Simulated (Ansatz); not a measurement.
In PBE (plane waves, PAW; program Ansatz), Pd in the diamond structure (Fd-3m) relaxes to a = 5.808 Å. Pd has 4 nearest neighbours from 2.52 Å (tetrahedral).

Electronic character: metallic (no gap). Gap from PBE with spin–orbit coupling: none (metallic).

The bulk modulus is 66.3 GPa.

The start of the workflow was typed in or built on a structure type; neither database checked (COD, Materials Project) lists it. It is not the phase usual at ambient conditions (space group No. 225). The cell was relaxed with PBE under the symmetry of its start; its stability against distortions is not shown here. No spin polarisation was allowed. Scalar-relativistic: spin–orbit coupling is off unless named, which matters more the heavier the elements.

Potentials: the later of the program's two PAW sets.
